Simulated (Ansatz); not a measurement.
Nb₂AlB₂:
```
Nb2AlB2
1.0
    1.57268    -5.81039     0.00000
    1.57268     5.81039     0.00000
    0.00000     0.00000     3.31037
Al Nb B
1 2 2
Direct
  0.00000   0.00000   0.00000
  0.35797   0.64203   0.50000
  0.64203   0.35797   0.50000
  0.21042   0.78958   0.00000
  0.78958   0.21042   0.00000
```

Relaxed with r²SCAN.

**Question.** Give the Bader charges and basin volumes of the independent atoms, plane-wave PAW r²SCAN (Ansatz code).

**Answer.** 

| atom | Bader charge (e) | Bader volume (Å³) |
|---|---|---|
| Al1 | +0.73 | 11.5 |
| Nb2 | +0.87 | 14.1 |
| B4 | -1.23 | 10.4 |

Space group Cmmm. The start of the workflow was typed in or built on a structure type; neither database checked (COD, Materials Project) lists it. Whether it is the stable phase at ambient conditions was not checked. Symmetry was held in the r²SCAN relaxation; whether a distortion lowers the energy is not shown. The run is not spin-polarised.

Potentials: the later of the program's two PAW sets.
